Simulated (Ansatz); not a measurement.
Starting cell, Mg (hcp, Mg type):

```
CELL_PARAMETERS angstrom
      6.37233     0.00000     0.00000
     -1.59308     2.75930     0.00000
      0.00000     0.00000     5.22349
ATOMIC_POSITIONS crystal
  Mg 0.16667 0.66667 0.75000
  Mg 0.66667 0.66667 0.75000
  Mg 0.33333 0.33333 0.25000
  Mg 0.83333 0.33333 0.25000
```

Two-dimensional scan of atom 2 (Mg, nearest neighbour Mg at 3.186 Å; its periodic images, 3.2 Å or more away, move with it): u runs along (1.000, 0.000, 0.000), v along (0.000, 1.000, 0.000) (Cartesian). Cell and other atoms are fixed.

These are PBE (plane waves to 420 eV, PAW, scalar-relativistic; Ansatz, a quantum-chemistry and plane-wave program) values and carry that method's errors. k mesh 7×14×7 (Γ-centred), Fermi-Dirac smearing 0.05 eV. E stands for the smeared free energy. Points where atoms come too close for the PAW data are left out (x in tables, blank in figures). With partly filled bands, energies and forces of such displacements shift with the k mesh and the smearing. Mg was relaxed with its symmetry unable to fall. The PAW data are Ansatz's earlier set. The zero of ΔE is the undisplaced structure. Axes are in Å.

**Question.** Predict the ΔE (eV/cell) at all points of the grid u = -0.800, -0.400, 0.000, 0.400, 0.800 by v = -0.800, -0.400, 0.000, 0.400, 0.800.

**Answer.** ΔE (eV/cell), with u across and v down:

```csv
v \ u,-0.800,-0.400,0.000,0.400,0.800
-0.800,x,1.283,0.553,0.439,0.961
-0.400,1.484,0.499,0.134,0.258,1.000
0.000,1.005,0.207,0.000,0.206,0.997
0.400,0.780,0.212,0.158,0.449,1.242
0.800,0.688,0.478,0.720,1.315,x
```

(For displaced atoms, the force is minus the slope of the energy, and its curvature is a force constant, which sets phonon frequencies.)
